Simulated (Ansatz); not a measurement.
YbOs₃ in the AuCu3-type structure

Method: PBE, scalar-relativistic; no spin polarisation; PAW, 420 eV, 8×8×8 k-mesh, Gaussian smearing of 0.05 eV; code Ansatz; PAW files: Ansatz's generated set soft_2.

```
Yb Os
1.0
     4.01262    0.00000    0.00000
     0.00000    4.01262    0.00000
     0.00000    0.00000    4.01262
Yb Os
1 3
Direct
  0.00000 0.00000 0.00000
  0.00000 0.50000 0.50000
  0.50000 0.50000 0.00000
  0.50000 0.00000 0.50000
```

This is a trial structure made by placing the elements on a prototype's sites, so it needn't be the stable form.

The cell is relaxed to zero pressure at this level.

The cell has space group Pm-3m (read at 0.01 Å). In it the stress is 0.00, 0.00, 0.00, 0.00, 0.00, 0.00 GPa and the largest force component 0.000 eV/Å. Each change below starts from this cell, without further relaxation. Stress is in GPa, positive in compression, in the order xx, yy, zz, yz, xz, xy; energies are counted from the cell above and are free energies with the smearing's entropy, which match forces and stress in a metal.

Question: One atom was moved along a Cartesian axis, and these forces appeared. Which atom, and about how far?
| atom | Fx (eV/Å) | Fy | Fz |
| --- | --- | --- | --- |
| Yb1 | 0.000 | 1.697 | 0.000 |
| Os2 | 0.000 | -1.610 | 0.000 |
| Os3 | 0.000 | -0.396 | 0.000 |
| Os4 | 0.000 | 0.308 | 0.000 |

Answer: Atom 2 (Os) is moved by 0.20 Å along y; the energy changes by 162.3 meV per cell.

Question: What happens when atom 1 (Yb) is moved by 0.20 Å along x?

Answer: The energy changes by 315.6 meV per cell, and the force on it along the shift is -3.133 eV/Å (−F/u = 15.66 eV/Å²). Stress: 1.13, 2.36, 2.36, 0.00, 0.00, 0.00.
```
atom  Fx (eV/Å)     Fy     Fz
 Yb1     -3.133  0.000  0.000
 Os2     -0.333  0.000  0.000
 Os3      1.733  0.000  0.000
 Os4      1.733  0.000  0.000
```
In a harmonic crystal the energy would rise by −½F·u = ½ × 15.66 × 0.20² eV = 313.3 meV, which matches.

Question: What stress follows from an engineering strain of 1 % in xy, atoms carried along?

Answer: 0.03, 0.03, 0.00, 0.00, 0.00, -1.02 GPa; the energy changes by 2.0 meV per cell.
The change of the stress over the strain gives a clamped-atom stiffness of about 102 GPa for this component.
In a harmonic crystal the energy would rise by V(½Cε² − σ₀ε), with σ₀ the stress of the unstrained cell, = 2.1 meV, which matches.

Question: What stress follows from an engineering strain of 1 % in xz, atoms carried along?

Answer: 0.03, 0.00, 0.03, 0.00, -1.02, 0.00 GPa; the energy changes by 2.0 meV per cell.
The change of the stress over the strain gives a clamped-atom stiffness of about 102 GPa for this component.
In a harmonic crystal the energy would rise by V(½Cε² − σ₀ε), with σ₀ the stress of the unstrained cell, = 2.1 meV, which matches.

Question: All atoms and the cell are disturbed at random:
```
CELL_PARAMETERS angstrom
4.06770 0.08597 0.01376
0.08597 3.95662 0.02940
0.01376 0.02940 4.12760
ATOMIC_POSITIONS crystal
Yb 0.01517 0.97639 0.00488
Os 0.98502 0.43821 0.51672
Os 0.46585 0.55451 0.05647
Os 0.53396 0.03089 0.42193
```
Give the energy change, the stress and the forces.

Answer: 1256.6 meV per cell; stress 14.78, 12.75, 6.52, -2.18, -0.65, -5.03 GPa.
| atom | Fx (eV/Å) | Fy | Fz |
| --- | --- | --- | --- |
| Yb1 | -1.431 | 1.241 | -2.424 |
| Os2 | 0.468 | 1.275 | 0.057 |
| Os3 | 2.270 | -2.778 | -1.013 |
| Os4 | -1.307 | 0.262 | 3.380 |

Question: All atoms and the cell are disturbed at random:
```xyz
4
Lattice="3.9725 -0.0002 -0.0177 -0.0002 4.0129 0.0753 -0.0177 0.0753 4.0900" Properties=species:S:1:pos:R:3 pbc="T T T"
Yb   -0.1763    0.0561    0.0519
Os    0.1155    2.0035    1.9369
Os    1.8798    2.0314    0.1118
Os    2.1356   -0.0028    2.0470
```
Give the energy change, the stress and the forces.

Answer: 594.9 meV per cell; stress 4.12, 4.68, 4.68, -1.79, -1.34, 0.44 GPa.
```
atom  Fx (eV/Å)      Fy      Fz
 Yb1      2.589  -0.572  -1.831
 Os2      0.059   0.392   1.568
 Os3     -0.487   0.337  -0.416
 Os4     -2.161  -0.157   0.679
```

Without a U the 4f levels of Yb lie too near the Fermi level, so their share of the states there, and what hangs on it, is overstated. For elements this heavy, spin–orbit coupling would shift levels and gaps; it isn't included here. Spin polarisation wasn't allowed in this run, so with an open shell this may not be the ground state.
